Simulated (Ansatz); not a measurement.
Ansatz (a program for electronic structure) input:

Ansatz 0.2 input:
```yaml
crystal:
  lattice:
    - [3.6524872732, 0.0, 0.0]
    - [-1.8262436366, 3.1631467656, 0.0]
    - [0.0, 0.0, 5.9781663328]
  atoms:
    - { symbol: La, position: [0.3333333333, 0.6666666667, 0.25] }
    - { symbol: La, position: [0.6666666667, 0.3333333333, 0.75] }
kpoints:
  mp_grid: { grid: [10, 10, 5] }
  band_path:
    path:
      - [[0.0, 0.0, 0.0], [0.5, 0.0, 0.0], [0.3333333333, 0.3333333333, 0.0], [0.0, 0.0, 0.0], [0.0, 0.0, 0.5], [0.5, 0.0, 0.5], [0.3333333333, 0.3333333333, 0.5], [0.0, 0.0, 0.5]]  # Γ-M-K-Γ-A-L-H-A
      - [[0.5, 0.0, 0.5], [0.5, 0.0, 0.0]]  # L-M
      - [[0.3333333333, 0.3333333333, 0.5], [0.3333333333, 0.3333333333, 0.0]]  # H-K
    npoints: 8
basis: { ecutwfc: 600, xc_grid: 2 }
hamiltonian:
  xc: pbesol
  pseudopotentials: { azcp: { folder: ./paw }, kind: paw_fr }
magnetization: { noncollinear: true, spin_orbit: true }
scf:
  n_extra_bands: 12
  convergence: { dr2_threshold: 0.0000000001 }
  occupations: { method: gaussian, width: 0.05 }
output: { eigenvalues: true }
```

Output (shortened):

```
Pseudopotential: La, paw, valence charge 11
Functional definition: PBEsol
non-collinear run that drives no moment, with spin-orbit …
Crystal: 2 atoms, lattice volume = 69.068 Å³
Basis set: ecut = 600 eV, 2297 PW (Γ), exchange–correlation on 60×60×96 points (8 copies of the dense FFT grid, shifted against one another)
Bands: 34, of which v1, the nominal top of the filled ones, is band 22 counted from 1 (21 counted from 0)
Symmetry: 24 space group operations + 24 with time reversal
k-points: 42 of 500
Projection manifold: j_resolved (fully-relativistic pseudo-atomic orbitals)
SCF iter   1: F=—  HF=-12333.469944 eV  |F-HF|=—  |Δ(HF+E_count)|=         —  Δρ=2.33e-2  dr2=4.47e-1  dr2_m=0.00e0 (ungated)  ethr=3.10e-3  |M|=0.00e0 ∫|m|=0.00e0 μB  |m|>n=0.0e0 m-floor=0.0e0 τ_xc=0.0e0  β_m=0.30  ⟨swp⟩=6.1  Hψ=4610  notcnv=0  defer=4
preconditioner: auto → Kerker (q_TF=auto, 2.255 Å⁻¹)
spin=Noncollinear: Kerker preconditioning applied to the charge; magnetization (m_x, m_y, m_z) channels mix plain (no charge-response kernel on spin).
SCF iter   2: F=—  HF=-12333.386897 eV  |F-HF|=—  |Δ(HF+E_count)|=   8.30e-2  Δρ=1.70e-2  dr2=2.46e-1  dr2_m=0.00e0 (ungated)  ethr=2.03e-3  |M|=0.00e0 ∫|m|=0.00e0 μB  |m|>n=0.0e0 m-floor=0.0e0 τ_xc=0.0e0  β_m=0.65  ⟨swp⟩=2.6  Hψ=1030  notcnv=0  defer=264
SCF iter   3: F=—  HF=-12333.276746 eV  |F-HF|=—  |Δ(HF+E_count)|=   1.10e-1  Δρ=1.75e-3  dr2=1.71e-3  dr2_m=0.00e0 (ungated)  ethr=1.12e-3  |M|=0.00e0 ∫|m|=0.00e0 μB  |m|>n=0.0e0 m-floor=0.0e0 τ_xc=0.0e0  β_m=0.82  ⟨swp⟩=4.7  Hψ=1563  notcnv=0  defer=270
SCF iter   4: F=—  HF=-12333.277678 eV  |F-HF|=—  |Δ(HF+E_count)|=   9.32e-4  Δρ=9.22e-4  dr2=9.21e-4  dr2_m=0.00e0 (ungated)  ethr=7.76e-6  |M|=0.00e0 ∫|m|=0.00e0 μB  |m|>n=0.0e0 m-floor=0.0e0 τ_xc=0.0e0  β_m=0.83  ⟨swp⟩=3.3  Hψ=1320  notcnv=0  defer=264
SCF iter   5: F=—  HF=-12333.277322 eV  |F-HF|=—  |Δ(HF+E_count)|=   3.56e-4  Δρ=1.62e-4  dr2=2.06e-5  dr2_m=0.00e0 (ungated)  ethr=4.19e-6  |M|=0.00e0 ∫|m|=0.00e0 μB  |m|>n=0.0e0 m-floor=0.0e0 τ_xc=0.0e0  β_m=0.92  ⟨swp⟩=2.4  Hψ=1121  notcnv=0  defer=262
SCF iter   6: F=—  HF=-12333.277317 eV  |F-HF|=—  |Δ(HF+E_count)|=   5.17e-6  Δρ=4.30e-5  dr2=1.83e-6  dr2_m=0.00e0 (ungated)  ethr=9.37e-8  |M|=0.00e0 ∫|m|=0.00e0 μB  |m|>n=0.0e0 m-floor=0.0e0 τ_xc=0.0e0  β_m=0.96  ⟨swp⟩=2.6  Hψ=1072  notcnv=0  defer=262
SCF iter   7: F=—  HF=-12333.277375 eV  |F-HF|=—  |Δ(HF+E_count)|=   5.79e-5  Δρ=3.73e-6  dr2=9.55e-9  dr2_m=0.00e0 (ungated)  ethr=8.31e-9  |M|=0.00e0 ∫|m|=0.00e0 μB  |m|>n=0.0e0 m-floor=0.0e0 τ_xc=0.0e0  β_m=0.98  ⟨swp⟩=2.5  Hψ=1072  notcnv=0  defer=262
SCF iter   8: F=—  HF=-12333.277375 eV  |F-HF|=—  |Δ(HF+E_count)|=   2.22e-9  Δρ=6.87e-7  dr2=2.86e-10  dr2_m=0.00e0 (ungated)  ethr=4.34e-11  |M|=0.00e0 ∫|m|=0.00e0 μB  |m|>n=0.0e0 m-floor=0.0e0 τ_xc=0.0e0  β_m=0.99  ⟨swp⟩=2.2  Hψ=956  notcnv=0  defer=262
SCF iter   9: F=-12333.277375 eV  HF=-12333.277375 eV  |F-HF|=5.46e-12  |Δ(HF+E_count)|=  3.46e-11  Δρ=1.56e-7  dr2=1.11e-11  dr2_m=0.00e0 (ungated)  ethr=1.00e-12  |M|=0.00e0 ∫|m|=0.00e0 μB  |m|>n=0.0e0 m-floor=0.0e0 τ_xc=0.0e0  ⟨swp⟩=17.4  Hψ=4695  notcnv=0
SCF 1 converged in 9 iterations: F = -12333.277375 eV  dr2 = 1.11e-11
NSCF: frozen V_eff on 75 k-points
SCF converged after 9 iterations
Magnetization: |M| = 0.0000 μB,  M = (+0.0000, +0.0000, +0.0000) μB
Absolute magnetization: 0.0000 μB (∫|m|)
  site 0: m = (+0.0000, +0.0000, +0.0000) μB, |m| = 0.0000 μB  (R = 1.51 Å)
  site 1: m = (+0.0000, +0.0000, +0.0000) μB, |m| = 0.0000 μB  (R = 1.51 Å)
Free energy (F): -12333.277375 eV
Harris-Foulkes:  -12333.277375 eV  (|F-HF|=5.46e-12)
Internal energy: -12333.273371 eV  (E = F + TS)
E sigma→0 (E₀):  -12333.275373 eV
Entropy (-TS):   -0.004003 eV (-2.002 meV/atom)
Fermi energy:    11.790291 eV
--- Per-component energies (eV) ---
  E_band       = -73.178945
  E_kinetic    = 366.581754
  E_local      = -594.636780  (includes V_loc(G=0)·N_el)
  E_nonlocal   = 188.446751
  E_hartree    = 205.739166
  E_xc         = -279.562253
  E_vxc        = -284.494015  (∫ρ·V_xc dr)
  E_paw        = -10674.888387  (= ΣΔE_a)
  E_vpaw       = -160.554910  (= ΣTr[D̂ρ^β])
  E_aug_tail   =  0.000000  (compensation charges beyond the density's cutoff)
  E_ewald      = -1545.293660
  E_core_change = 0.340039  (= ΣΔE_core)
  E_smearing   = -0.004003  (= −TS)
  E_closure    = 0.000000  (closes the sum)
  Σ components = -12333.277375   (vs F -12333.277375, Δ=0.00e0)
  [band-id]    e_kinetic+e_local+e_nonlocal+2·e_hartree+e_vxc+e_vpaw+e_augmentation_tail = -73.178869   (vs E_band -73.178945, Δ=7.61e-5)
--- Band table (eV; the first three rows and the last of 42) ---
  k-point 0: bands = ["-20.9766", "-20.9766", "-20.7166", "-20.7166", "-6.3863", "-6.3863", "-5.6036", "-5.6036", "-4.1043", "-4.1043", "-3.2080", "-3.2080", "-2.9724", "-2.9724", "-2.9719", "-2.9719", "8.5830", "8.5830", "9.9047", "9.9047", "12.8003", …
  k-point 1: bands = ["-20.9527", "-20.9527", "-20.7424", "-20.7424", "-6.3001", "-6.3001", "-5.6658", "-5.6658", "-4.0280", "-4.0280", "-3.1860", "-3.1860", "-3.1191", "-3.1191", "-2.9954", "-2.9954", "8.9092", "8.9092", "9.9810", "9.9810", "12.6785", …
  k-point 2: bands = ["-20.8892", "-20.8892", "-20.8089", "-20.8089", "-6.0845", "-6.0845", "-5.8415", "-5.8415", "-3.8017", "-3.8017", "-3.4590", "-3.4590", "-3.1279", "-3.1279", "-3.0551", "-3.0551", "9.6393", "9.6393", "10.0553", "10.0553", "12.3600", …
  k-point 41: bands = ["-20.6569", "-20.6569", "-20.6466", "-20.6466", "-6.4215", "-6.4215", "-6.3755", "-6.3755", "-4.4029", "-4.4029", "-4.1209", "-4.1209", "-3.7280", "-3.7280", "-3.4830", "-3.4830", "10.8472", "10.8472", "10.9747", "10.9747", "11.4824", …
```

Cost: around 80 core-seconds (rough) on shared cores.

Space group P6_3/mmc (hcp (Mg type)). The workflow started from an entry of the Crystallography Open Database (COD). Its sites differ from those of the usual phase in this space group: another stacking or structure type. The PBEsol relaxation kept the symmetry of its start; its stability against distortions is not shown here.

Potentials: the earlier of the program's two PAW sets. The files were generated under PBE; for other functionals the program regenerates the frozen cores, and for LDA and PBEsol the local potential too.

Ansatz is a plane-wave DFT program.
